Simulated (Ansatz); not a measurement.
BP (zinc blende)

```xyz
2
Lattice="0.0000 2.2742 2.2742 2.2742 0.0000 2.2742 2.2742 2.2742 0.0000" Properties=species:S:1:pos:R:3 pbc="T T T"
P      3.4114     3.4114     3.4114
B      0.0000     0.0000     0.0000
```

In each cell atom 2 (B, nearest neighbour P at 1.970 Å; its periodic images, 3.2 Å or more away, move with it) moves by s·(0.577, 0.577, 0.577) (along Cartesian [111]), the rest being held.

Level of theory: PBE (plane waves to 420 eV, PAW, scalar-relativistic; Ansatz, a program for electronic structure). k mesh 10×10×10 (Γ-centred), Fermi-Dirac smearing 0.05 eV. The energy includes the smearing's −TS. Left out: 1 of 11 points, with atoms too close for the PAW data. As the smearing reaches across the gap at some points, energies and forces of such displacements shift with the k mesh and the smearing. F∥ is the force on the atom along that direction. BP was relaxed with its symmetry unable to fall. ΔE is measured from the undisplaced structure.

Question: Predict the ΔE (meV/cell) and F∥ (eV/Å) at s (Å) = -0.354, -0.236, -0.118, 0.118, 0.236, 0.354, 0.472, 0.590.

Answer: 
```tsv
s (Å)	ΔE (meV/cell)	F∥ (eV/Å)
-0.354	1693	11.178
-0.236	674	6.371
-0.118	149	2.689
0.118	114	-1.778
0.236	383	-2.600
0.354	707	-2.780
0.472	1014	-2.419
0.590	1260	-1.687
```

(A displaced cell: forces are minus the slopes of the energy, force constants its curvatures, and phonons follow from these.)
